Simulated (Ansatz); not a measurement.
Method: DFT PBE, scalar-relativistic, plane waves, PAW (Ansatz 0.2.0). Settings: cutoff 420 eV, Γ-centred meshes spaced at most about 0.3 Å⁻¹, and about 0.25 Å⁻¹ or finer for metals (2π included), Gaussian smearing. No spin polarisation in the final relaxations.

These are static total energies at zero pressure. All come from trial cells, and lower structures may exist.

**Question.** These unrelaxed guesses for ScBiTe₃S are each relaxed within their symmetry. Order them by the energy at which they end, lowest first.
A.

```
CELL_PARAMETERS angstrom
4.13292 0.00000 0.00000
0.00000 4.13292 0.00000
0.00000 0.00000 9.95991
ATOMIC_POSITIONS crystal
Sc 0.00000 0.00000 0.25618
Bi 0.50000 0.50000 0.39372
Te 0.50000 0.00000 0.39879
Te 0.00000 0.50000 0.39879
Te 0.50000 0.50000 0.04035
S 0.50000 0.50000 0.59917
```

B.

```
CELL_PARAMETERS angstrom
6.56326 0.00000 0.00000
-3.28163 5.68395 0.00000
0.00000 0.00000 4.82561
ATOMIC_POSITIONS crystal
Sc 0.66667 0.33333 0.00000
Bi 0.33333 0.66667 0.00000
Te 0.66505 0.83253 0.50000
Te 0.16747 0.83253 0.50000
Te 0.16747 0.33495 0.50000
S 0.00000 0.00000 0.00000
```

C.

```
CELL_PARAMETERS angstrom
6.56326 0.00000 0.00000
-3.28163 5.68395 0.00000
0.00000 0.00000 4.82561
ATOMIC_POSITIONS crystal
Sc 0.33333 0.66667 0.00000
Bi 0.66667 0.33333 0.00000
Te 0.66505 0.83253 0.50000
Te 0.16747 0.83253 0.50000
Te 0.16747 0.33495 0.50000
S 0.00000 0.00000 0.00000
```

D.

```
CELL_PARAMETERS angstrom
6.59194 0.00000 0.00000
0.00000 6.59194 0.00000
0.00000 0.00000 4.68857
ATOMIC_POSITIONS crystal
Sc 0.00000 0.00000 0.00000
Bi 0.00000 0.00000 0.50000
Te 0.00000 0.50000 0.00000
Te 0.50000 0.00000 0.00000
Te 0.50000 0.50000 0.00000
S 0.50000 0.50000 0.50000
```

**Answer.** D (ends in P4/mmm, 0 meV/atom), A (ends in P4mm, 20 meV/atom), C (ends in P-6m2, 76 meV/atom), B (ends in P-6m2, 0.37 eV/atom).

No dispersion correction is applied, so the spacing and binding between layers, chains or molecules are poorly described (P4mm), and this can change margins and order among such cells. Spin–orbit coupling, which can matter for Bi and Te, is left out. Cells relaxed within their symmetry can be saddle points. Some candidate types were left out of the draw beforehand, so a known form may be missing.
